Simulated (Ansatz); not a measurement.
# Structure relaxation, KTaO$_{3}$

The start is a relaxed KTaO3 cell with every coordinate shifted by Gaussian noise of σ = 0.2 Å. Cell shape, volume and atoms are optimised at zero target pressure with PBEsol (plane waves to 420 eV, PAW, scalar-relativistic; Ansatz, a first-principles code). The first steps use a coarse 6×6×6 k-mesh.

Input geometry:
```
KTaO3
1.0
    3.98419     0.00000     0.00000
    0.00000     3.98419     0.00000
    0.00000     0.00000     3.98419
K Ta O
1 1 3
Direct
  0.98844   0.95639   0.98547
  0.47749   0.52967   0.57883
  0.01203   0.55318   0.52821
  0.44517   0.45161   0.06960
  0.57463   0.04348   0.55651
```

Question: What is the largest force in the starting geometry, and on which atom (counted from 1)?

Answer: 2.34 eV/Å, on O4 (atoms numbered as listed).

Question: How much energy is released per atom?

Answer: 0.23 eV/atom.

Question: Is the parent structure recovered?

Answer: It returns to the parent structure, Pm-3m (No. 221).

Question: What band gap does the relaxed structure have at this level?

Answer: 2.15 eV, indirect (valence top at R, conduction bottom at Γ) (no spin-orbit coupling).

Final values are on a 8×8×8 k-mesh of the relaxed cell. No spin polarisation in the result.
